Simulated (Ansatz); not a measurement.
Cu:
```cif
data_Cu8
_chemical_formula_sum 'Cu8'
_space_group_name_H-M_alt 'Fd-3m :1'
_space_group_IT_number 227
_space_group_name_Hall 'F 4d 2 3 -1d'
_cell_length_a 5.35429
_cell_length_b 5.35429
_cell_length_c 5.35429
_cell_angle_alpha 90.000
_cell_angle_beta 90.000
_cell_angle_gamma 90.000
loop_
_atom_site_label
_atom_site_type_symbol
_atom_site_symmetry_multiplicity
_atom_site_Wyckoff_symbol
_atom_site_fract_x
_atom_site_fract_y
_atom_site_fract_z
_atom_site_occupancy
Cu1 Cu 8 b 0.50000 0.50000 0.50000 1
```
(The calculation used a cell of 2 atoms; values per cell refer to that cell.)

Relaxed with PBE.

Task: Which orbitals make up the states near the Fermi level in PBE (plane waves, PAW; program Ansatz)?

Result: Within 0.5 eV of the Fermi level: Cu 4s 54 %, Cu 3d 37 %, outside the projected shells 9 %. Projections are on Löwdin-orthogonalised atomic valence shells; empty p or d shells of many metals are not among them.

Task: Tabulate the density of states.

Result: States/eV per cell of 2 atoms, in 0.25 eV bins, energy from the Fermi level.

| E (eV) | total | Cu 3d | Cu 4s |
|---|---|---|---|
| -6.45 | 0.00 | 0.00 | 0.00 |
| -6.20 | 0.06 | 0.00 | 0.06 |
| -5.95 | 0.15 | 0.00 | 0.15 |
| -5.70 | 0.21 | 0.00 | 0.20 |
| -5.45 | 0.26 | 0.00 | 0.25 |
| -5.20 | 0.30 | 0.01 | 0.29 |
| -4.95 | 0.36 | 0.02 | 0.34 |
| -4.70 | 0.41 | 0.03 | 0.38 |
| -4.45 | 0.49 | 0.05 | 0.43 |
| -4.20 | 0.59 | 0.09 | 0.50 |
| -3.95 | 0.81 | 0.19 | 0.61 |
| -3.70 | 1.10 | 0.38 | 0.72 |
| -3.45 | 1.30 | 0.65 | 0.63 |
| -3.20 | 9.02 | 8.61 | 0.40 |
| -2.95 | 16.86 | 16.10 | 0.71 |
| -2.70 | 8.87 | 8.57 | 0.27 |
| -2.45 | 7.38 | 7.07 | 0.25 |
| -2.20 | 5.00 | 4.81 | 0.11 |
| -1.95 | 5.85 | 5.58 | 0.17 |
| -1.70 | 6.34 | 6.20 | 0.08 |
| -1.45 | 3.79 | 3.56 | 0.20 |
| -1.20 | 13.22 | 12.87 | 0.27 |
| -0.95 | 2.75 | 2.37 | 0.34 |
| -0.70 | 0.90 | 0.52 | 0.33 |
| -0.45 | 0.74 | 0.35 | 0.34 |
| -0.20 | 0.95 | 0.42 | 0.49 |
| 0.05 | 0.82 | 0.28 | 0.47 |
| 0.30 | 0.62 | 0.16 | 0.37 |
| 0.55 | 0.81 | 0.16 | 0.50 |
| 0.80 | 0.88 | 0.15 | 0.57 |
| 1.05 | 0.63 | 0.10 | 0.41 |
| 1.30 | 0.54 | 0.07 | 0.35 |
| 1.55 | 0.50 | 0.06 | 0.30 |
| 1.80 | 0.64 | 0.05 | 0.28 |
| 2.05 | 0.78 | 0.05 | 0.27 |
| 2.30 | 0.75 | 0.05 | 0.25 |
| 2.55 | 0.75 | 0.04 | 0.23 |
| 2.80 | 0.78 | 0.04 | 0.21 |
| 3.05 | 0.80 | 0.03 | 0.19 |
| 3.30 | 0.85 | 0.03 | 0.18 |
| 3.55 | 0.90 | 0.02 | 0.16 |
| 3.80 | 1.01 | 0.02 | 0.15 |
| 4.05 | 1.00 | 0.02 | 0.14 |
| 4.30 | 0.96 | 0.02 | 0.12 |
| 4.55 | 0.94 | 0.02 | 0.11 |
| 4.80 | 0.90 | 0.01 | 0.10 |

The start of the workflow was typed in or built on a structure type; neither database checked (COD, Materials Project) lists it. It is not the phase usual at ambient conditions (space group No. 225). The cell was relaxed with PBE under the symmetry of its start; its stability against distortions is not shown here. No spin polarisation was allowed.

Potentials: the later of the program's two PAW sets.
